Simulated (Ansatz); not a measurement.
Start of a relaxation, CH3 put at a bridge Al-Al site (Al, Fm-3m (No. 225), (1 0 0) face):

```xyz
20
Lattice="5.6324 0.0000 0.0000 0.0000 5.6324 0.0000 0.0000 0.0000 25.3469" Properties=species:S:1:pos:R:3 pbc="T T T"
Al    1.4081    1.4081    8.5000
Al    1.4081    4.2243    8.5000
Al    4.2243    1.4081    8.5000
Al    4.2243    4.2243    8.5000
Al    2.8162    2.8162   10.4914
Al    2.8162    0.0000   10.4914
Al    0.0000    2.8162   10.4914
Al    0.0000    0.0000   10.4914
Al    4.2243    4.2243   12.5660
Al    4.2243    1.4081   12.5660
Al    1.4081    4.2243   12.5660
Al    1.4081    1.4081   12.5660
Al    0.0000    0.0000   14.6297
Al    0.0000    2.8162   14.6297
Al    2.8162    0.0000   14.6297
Al    2.8162    2.8162   14.6297
C     0.0000    1.4081   16.2097
H     0.6539    2.1965   16.5825
H    -1.0097    1.5802   16.5825
H     0.3558    0.4476   16.5825
```

Computed with DFT PBE+D3(BJ), scalar-relativistic, plane waves, PAW (Ansatz). Plane waves to 420 eV, a k mesh through Γ of 5×5×1 on the computed 20-atom cell and Gaussian smearing (0.10 eV); no spin polarisation. A dipole correction removes the field between periodic images along c.

Atoms 1, 2, 3, 4, 5, 6, 7, 8 (counted from 1) are held. The cell is fixed. Force threshold 0.03 eV/Å.

(1) Where does it end?

The end is the local minimum or symmetric point that this start leads to. The slab is only 6.0 Å thick, so the energy isn't converged with thickness.

## Answers

(1) The energy falls by 0.517 eV in 21 steps, to:

```
Al C H
1.0
     5.63242    0.00000    0.00000
     0.00000    5.63242    0.00000
     0.00000    0.00000   25.34689
Al C H
16 1 3
Direct
  0.25000 0.25000 0.33535
  0.25000 0.75000 0.33535
  0.75000 0.25000 0.33535
  0.75000 0.75000 0.33535
  0.50000 0.50000 0.41391
  0.50000 0.00000 0.41391
  0.00000 0.50000 0.41391
  0.00000 0.00000 0.41391
  0.74869 0.74867 0.49643
  0.74864 0.25124 0.49642
  0.25078 0.74909 0.49665
  0.25085 0.25079 0.49664
  0.00163 0.00015 0.58266
  0.99809 0.49980 0.57370
  0.50187 0.99990 0.57374
  0.49917 0.49989 0.57920
  0.01404 0.00146 0.66203
  0.11306 0.15742 0.67599
  0.83304 0.00763 0.67819
  0.10267 0.83996 0.67630
```

Cost: 1 run of about 23 core-minutes, on Arm Neoverse V1 (shared hosts).